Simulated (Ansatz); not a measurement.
Values for one crystal, relaxed and computed with PBEsol in the plane-wave PAW code Ansatz; other levels are named.

- Volume per atom = 14.83 Å³
- Electronic character = metallic (no gap)
- Mechanical stability = stable (all eigenvalues of C positive)
- Poisson's ratio = 0.31
- Elastic constants (relaxed ions, GPa) = C11 = 436, C12 = 184, C13 = 174, C33 = 452, C44 = 100
- Density of states at the Fermi level = 0.19 states/eV per atom (mean over ±0.08 eV)
- Formation energy from the elements (no fitted shifts) = -0.88 eV/atom

Task: Pick the material that matches.
A) TiPt3, P6_3/mmc (Ti on 2a, Ti on 2c, Pt on 6g, Pt on 6h)
B) Ga3Pt2, La2O3 or Ni2Al3 type
C) Ti3Al, P6_3/mmc (Ti on 6h, Al on 2c)
D) FePt, L1₀ or tetragonal B2

Result: A, TiPt3, P6_3/mmc (Ti on 2a, Ti on 2c, Pt on 6g, Pt on 6h)

The workflow started from a Materials Project entry (that database holds measured and hypothetical structures alike); the Crystallography Open Database copy checked does not list it. COD files the formula under space group No. 164, 221. Whether it is the stable phase at ambient conditions was not checked. The PBEsol relaxation kept the symmetry of its start; whether a distortion lowers the energy is not shown. No spin polarisation was allowed. As this level gives no gap, shear constants depend on the k-mesh and smearing (Fermi–Dirac, 0.1 eV here). On the denser mesh and wider smearing of the elastic run this cell carries a stress of 0.5 GPa. The references are the lowest solids computed at this level, not always the standard phases. Scalar-relativistic: spin–orbit coupling is off unless named, which matters more the heavier the elements.

Potentials: the later of the program's two PAW sets.
